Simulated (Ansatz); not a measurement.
Theory: Ansatz, DFT PBE, scalar-relativistic, plane waves, PAW. Plane waves to 420 eV, a 6×6×6 mesh through Γ for the 7-atom cell and 0.10 eV Gaussian smearing; no spin polarisation.

The zero of energy is the elements' standard structures at the same level; no fitted shifts are applied.

Question: Find a candidate hexagonal metal with formula Ca₄Ge₃, with a formation energy near −0.23 eV/atom and a density near 3.45 g/cm³, in a cell of 7 atoms.

Answer: Ca₄Ge₃, space group P6/mmm (No. 191). Ca on a site of symmetry 6mm has 1 Ca at 2.80 Å, 1 Ca at 3.26 Å, 6 Ge at 3.26 Å and 6 Ca at 3.77 Å; Ca on a site of symmetry -6m2 is surrounded by 3 Ca at 3.40 Å, 6 Ge at 3.47 Å and 6 Ca at 3.77 Å; Ge is surrounded by 4 Ge at 2.95 Å, 4 Ca at 3.26 Å and 4 Ca at 3.47 Å.

```
Ca Ge
1.0
     5.89678    0.00000    0.00000
    -2.94839    5.10676    0.00000
     0.00000    0.00000    6.05239
Ca Ge
4 3
Direct
  0.00000 0.00000 0.23101
  0.00000 0.00000 0.76899
  0.33333 0.66667 0.50000
  0.66667 0.33333 0.50000
  0.00000 0.50000 0.00000
  0.50000 0.00000 0.00000
  0.50000 0.50000 0.00000
```

The volume per atom is 26.04 Å³, the density is 3.45 g/cm³ and the formation energy is −0.23 eV/atom. The gap on the 6×6×6 mesh of the 7-atom cell is 0 eV (a metal).

It was reached by relaxing an invented guess, and it needn't be the stable form of this composition. Other answers may fit too; this one was computed.

A structure relaxed within its symmetry needn't be a true minimum.
